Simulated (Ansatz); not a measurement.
Surface calculation: bcc Fe (110), 1 layer

The slab is cut from the bcc crystal, the stable phase, as relaxed on PAW files (11.35 Å³/atom), with 16 Å of vacuum and a dipole correction:

```yaml
crystal:
  lattice:
    - [2.45202, 0.00000, 0.00000]
    - [-0.81734, 2.31179, 0.00000]
    - [0.00000, 0.00000, 16.00000]
  atoms:
    - { symbol: Fe, position: [0.00000, 0.00000, 0.50000] }
```

Computed with Ansatz 0.2.0; functional PBE, scalar-relativistic. Settings: a Γ-centred 17×17×1 k mesh, Fermi–Dirac smearing of 0.1 eV, spin-polarised from start moments Fe 2.5 μB. Methods: LAPW: all electrons, basis error target 1 meV/atom; PAW: frozen-core files, cutoff 420 eV.

The bulk energy comes from a cell in the slab's orientation on a 17×17×10 mesh. The surface energy is (E(slab) − N·E(bulk))/2A at zero smearing, the mean of both faces; thin slabs carry quantum-size effects.

Other magnetic orders may lie lower. The cell is 1×1, so reconstructions are forbidden, and in slabs of four or five layers the relaxations can be far larger than at a real surface.

Problem. As cut, the LAPW slab lies 1.687 eV above 1 atom of bulk. What surface energy is that?

Solution. Over two faces of 5.67 Å² it is 148.8 meV/Å², and times 16.02 J/m² per eV/Å² that gives γ = 2.385 J/m².

```json
{"method": "LAPW", "γ as cut (J/m²)": "2.385", "Φ as cut (eV)": "?"}
```

Problem. Fill in "Φ as cut (eV)" for the row "LAPW".

Solution. 4.52.

Problem. How do the moments vary through the slab?

Solution. Fe 2.88 μB in the LAPW spheres; the bulk has Fe 2.21 μB.

Problem. What changes if the vacuum is set to 7 Å?

Solution. LAPW then gives: no gap, work function 4.48 eV; PAW: no gap, work function 4.41 (top) and 4.45 (bottom) eV. The program warns that the vacuum is too thin.

Problem. What changes if the images along the normal are cut off in place of the dipole correction?

Solution. LAPW then gives: no gap, work function 4.52 eV; PAW: no gap, work function 4.53 eV.
